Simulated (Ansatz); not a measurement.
GaSb (CsCl type, Pm-3m) at seven volumes, the program Ansatz at the r²SCAN level (PAW), scaled uniformly. One row is withheld.

| V (Å³/atom) | P (GPa) |
|---|---|
| 20.839 | ? |
| 21.526 | 4.08 |
| 22.213 | 1.94 |
| 22.900 | 0.12 |
| 23.587 | -1.17 |
| 24.274 | -2.38 |
| 24.961 | -3.53 |

Question: Fit the shown pressures and predict the withheld one.

Answer: P = (3/2)B₀(x^(7/2) − x^(5/2))[1 + (3/4)(B′ − 4)(x − 1)] with x = (V₀/V)^(2/3). Least squares on the six rows gives V₀ = 22.993 Å³/atom, B₀ = 52.0 GPa, B′ = 5.08. At V = 20.839, x = 1.0678 and P = 6.57 GPa. The run itself gave 6.66 GPa.

The cell is a constructed one: a structure type filled with these elements; neither database checked (COD, Materials Project) lists it. It is not the phase usual at ambient conditions (space group No. 216). The r²SCAN relaxation kept the symmetry of its start; its stability against distortions is not shown here. Spin–orbit coupling is left out wherever it is not named.

Potentials: the later of the program's two PAW sets.
